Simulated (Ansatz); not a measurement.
CsB₃N₃:
```xyz
14
Lattice="4.3568 0.0000 0.0000 -2.1784 3.7731 0.0000 0.0000 0.0000 12.8855" Properties=species:S:1:pos:R:3 pbc="T T T"
N      0.7235     1.2532     9.6641
N      2.9097     0.0000     9.6641
N     -1.4549     2.5199     9.6641
B      1.4554     0.0000     9.6641
B      1.4507     2.5127     9.6641
B     -0.7277     1.2604     9.6641
Cs     0.0000     0.0000     0.0000
N      1.4549     2.5199     3.2214
N     -0.7235     1.2532     3.2214
N      1.4471     0.0000     3.2214
B      2.9014     0.0000     3.2214
B     -1.4507     2.5127     3.2214
B      0.7277     1.2604     3.2214
Cs     0.0000     0.0000     6.4427
```

Relaxed with r²SCAN+D4. Special points in fractions of this cell's reciprocal vectors: Γ (0.000, 0.000, 0.000); M (0.500, 0.000, 0.000); K (0.333, 0.333, 0.000); A (0.000, 0.000, 0.500); L (0.500, 0.000, 0.500); H (0.333, 0.333, 0.500).

### Question
List the band energies nearest the Fermi level at these points for DFT-r²SCAN+D4 in the program Ansatz with PAW potentials.

### Answer
In eV from the Fermi level; about four levels below and three above (degenerate sets whole), none deeper than 8.9 eV; points with the same levels are listed once.

```json
[
 {"k": "Γ", "below": "-1.31 -0.72 -0.02 -0.02", "above": "0.30 0.30 2.05"},
 {"k": "M", "below": "-7.69 -5.82 -5.72 -0.57", "above": "0.10 0.34 0.81"},
 {"k": "K", "below": "-7.55 -7.55 -7.38 -7.38 -7.09", "above": "1.44 1.44 1.49 1.49"},
 {"k": "A", "below": "-4.86 -4.86 -4.86 -4.86 -1.01 -1.01", "above": "0.13 0.13 0.13 0.13"},
 {"k": "L", "below": "-5.77 -5.77 -0.32 -0.32", "above": "0.83 0.83 1.24 1.24"},
 {"k": "H", "below": "-7.46 -7.46 -7.46 -7.46 -7.33 -7.33", "above": "1.46 1.46 1.46 1.46"}
]
```

Space group P6_3/mcm. The cell is a constructed one: a structure type filled with these elements; neither database checked (COD, Materials Project) lists it. Whether it is the stable phase at ambient conditions was not checked. The cell was relaxed with r²SCAN+D4 under the symmetry of its start; its stability against distortions is not shown here. Spin–orbit coupling is left out wherever it is not named.

Potentials: the later of the program's two PAW sets.
